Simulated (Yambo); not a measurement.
A BSE run in Yambo for Ca₂OsH₆ (space group Fm-3m, No. 225) (LDA bands; 8×8×8 mesh, 6 valence and 3 conduction bands, static screening with 54 bands and a 3 Ry block, scissor 1.37 eV, Tamm-Dancoff; field along x) gives:

```csv
state,energy (eV),states within 2 meV,relative strength,class
1,3.36,3,< 0.01,dark
2,3.59,3,< 0.01,dark
3,3.74,3,< 0.01,dark
4,3.77,3,< 0.01,dark
5,3.80,2,< 0.01,dark
```

Task: What changes when the window shrinks to 3 valence and 3 conduction bands?

Result: The lowest state goes from 3.357 eV to 3.358 eV, and its distance below the direct gap from 0.562 eV to 0.560 eV. These are vertical excitations (zero momentum). The scissor comes from a G0W0 run whose convergence isn't established.

Spin-orbit coupling is not included.

Geometry of the Materials Project entry, not relaxed at this level; primitive cell a = b = c = 5.1121 Å, α = β = γ = 60.00°.

The structure is a Materials Project entry; no match was found in the copy of COD used, and its stability was not checked.
